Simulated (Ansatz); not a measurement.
A relaxation computed with Ansatz, from input to last step.

```yaml
crystal:
  lattice:
    - [3.9366799684, 0.0, 0.0]
    - [0.0, 3.9366799684, 0.0]
    - [0.0, 0.0, 9.4096925257]
  atoms:
    - { symbol: "Y", position: [0.5, 0.0, 0.2536803365] }
    - { symbol: "Y", position: [0.0, 0.5, 0.7463196635] }
    - { symbol: Si, position: [0.0, 0.0, 0.5] }
    - { symbol: Si, position: [0.5, 0.5, 0.5] }
    - { symbol: Si, position: [0.5, 0.0, 0.8683124143] }
    - { symbol: Si, position: [0.0, 0.5, 0.1316875857] }
    - { symbol: Ir, position: [0.0, 0.0, 0.0] }
    - { symbol: Ir, position: [0.5, 0.5, 0.0] }
    - { symbol: Ir, position: [0.5, 0.0, 0.6298668026] }
    - { symbol: Ir, position: [0.0, 0.5, 0.3701331974] }
basis:
  ecutwfc: 500
kpoints:
  mp_grid: { grid: [10, 10, 4] }
hamiltonian:
  xc: r2scan
scf:
  occupations: { method: gaussian, width: 0.1 }
output:
  forces: true
  stress: true
  eigenvalues: true
relax:
  adjacent_minimum: "off"
  f_tol: 0.01
  max_steps: 30
  cell: { stress_tol: 0.1, fix: [volume] }
```

```bash
ansatz run input.yaml --threads 2 --pin off --max-ram 5120MiB --backend cpu --events-out ev --progress --plain --runs-dir out
```

These are results of Ansatz 0.2.0, DFT r2SCAN, scalar-relativistic, plane waves, PAW, not measurements.

The volume is held at 0.88 times that of the relaxed cell.

Of 5 frames 4 are shown, positions in Å and forces in eV/Å; the SCF threshold varies from step to step. Steps run on the plane waves of an earlier cell, with a Pulay correction in the pressure. The basis is chosen afresh for the last frame, the zero of the energies, and at times for earlier ones too; energy and pressure can step there, also at an unchanged geometry. Where two frames share a geometry here, they differ by under 2 meV/atom and 0.3 GPa. The mark taken_back stands on steps that the optimiser undid.

```xyz
10
Lattice="3.9367 0.0000 0.0000 0.0000 3.9367 0.0000 0.0000 0.0000 9.4097" Properties=species:S:1:pos:R:3:forces:R:3 pbc="T T T" step=1 free_energy_over_end_meV_per_atom=0.10 pressure_GPa=32.92
Y     1.9683    0.0000    2.3871    0.0000    0.0000   -0.0015
Y     0.0000    1.9683    7.0226    0.0000    0.0000    0.0015
Si    0.0000    0.0000    4.7048    0.0000    0.0000    0.0000
Si    1.9683    1.9683    4.7048    0.0000    0.0000    0.0000
Si    1.9683    0.0000    8.1706    0.0000    0.0000   -0.1428
Si    0.0000    1.9683    1.2391    0.0000    0.0000    0.1428
Ir    0.0000    0.0000    0.0000    0.0000    0.0000    0.0000
Ir    1.9683    1.9683    0.0000    0.0000    0.0000    0.0000
Ir    1.9683    0.0000    5.9269    0.0000    0.0000    0.1418
Ir    0.0000    1.9683    3.4828    0.0000    0.0000   -0.1418
10
Lattice="3.9347 0.0000 0.0000 0.0000 3.9347 0.0000 0.0000 0.0000 9.4191" Properties=species:S:1:pos:R:3:forces:R:3 pbc="T T T" step=2 free_energy_over_end_meV_per_atom=0.01 pressure_GPa=32.86
Y     1.9674    0.0000    2.3891    0.0000    0.0000   -0.0141
Y     0.0000    1.9674    7.0300    0.0000    0.0000    0.0141
Si    0.0000    0.0000    4.7095    0.0000    0.0000    0.0000
Si    1.9674    1.9674    4.7095    0.0000    0.0000    0.0000
Si    1.9674    0.0000    8.1751    0.0000    0.0000    0.0027
Si    0.0000    1.9674    1.2440    0.0000    0.0000   -0.0027
Ir    0.0000    0.0000    0.0000    0.0000    0.0000    0.0000
Ir    1.9674    1.9674    0.0000    0.0000    0.0000    0.0000
Ir    1.9674    0.0000    5.9363    0.0000    0.0000    0.0166
Ir    0.0000    1.9674    3.4828    0.0000    0.0000   -0.0166
10
Lattice="3.9355 0.0000 0.0000 0.0000 3.9355 0.0000 0.0000 0.0000 9.4151" Properties=species:S:1:pos:R:3:forces:R:3 pbc="T T T" step=3 free_energy_over_end_meV_per_atom=0.01 pressure_GPa=32.86 taken_back
Y     1.9678    0.0000    2.3838    0.0000    0.0000    0.0363
Y     0.0000    1.9678    7.0313    0.0000    0.0000   -0.0363
Si    0.0000    0.0000    4.7076    0.0000    0.0000    0.0000
Si    1.9678    1.9678    4.7076    0.0000    0.0000    0.0000
Si    1.9678    0.0000    8.1721    0.0000    0.0000   -0.0031
Si    0.0000    1.9678    1.2430    0.0000    0.0000    0.0031
Ir    0.0000    0.0000    0.0000    0.0000    0.0000    0.0000
Ir    1.9678    1.9678    0.0000    0.0000    0.0000    0.0000
Ir    1.9678    0.0000    5.9345    0.0000    0.0000   -0.0095
Ir    0.0000    1.9678    3.4806    0.0000    0.0000    0.0095
10
Lattice="3.9354 0.0000 0.0000 0.0000 3.9354 0.0000 0.0000 0.0000 9.4157" Properties=species:S:1:pos:R:3:forces:R:3 pbc="T T T" step=5 free_energy_over_end_meV_per_atom=0.00 pressure_GPa=32.86
Y     1.9677    0.0000    2.3871    0.0000    0.0000    0.0007
Y     0.0000    1.9677    7.0286    0.0000    0.0000   -0.0007
Si    0.0000    0.0000    4.7079    0.0000    0.0000    0.0000
Si    1.9677    1.9677    4.7079    0.0000    0.0000    0.0000
Si    1.9677    0.0000    8.1726    0.0000    0.0000   -0.0008
Si    0.0000    1.9677    1.2432    0.0000    0.0000    0.0008
Ir    0.0000    0.0000    0.0000    0.0000    0.0000    0.0000
Ir    1.9677    1.9677    0.0000    0.0000    0.0000    0.0000
Ir    1.9677    0.0000    5.9345    0.0000    0.0000    0.0008
Ir    0.0000    1.9677    3.4812    0.0000    0.0000   -0.0008
```

It took 65 s on 2 threads of Oxide Virtual Turin-like Processor (Zen 5), with other jobs on the host, peak memory 1.1 GiB.

Spin–orbit coupling is left out, which can shift energies with elements as heavy as these.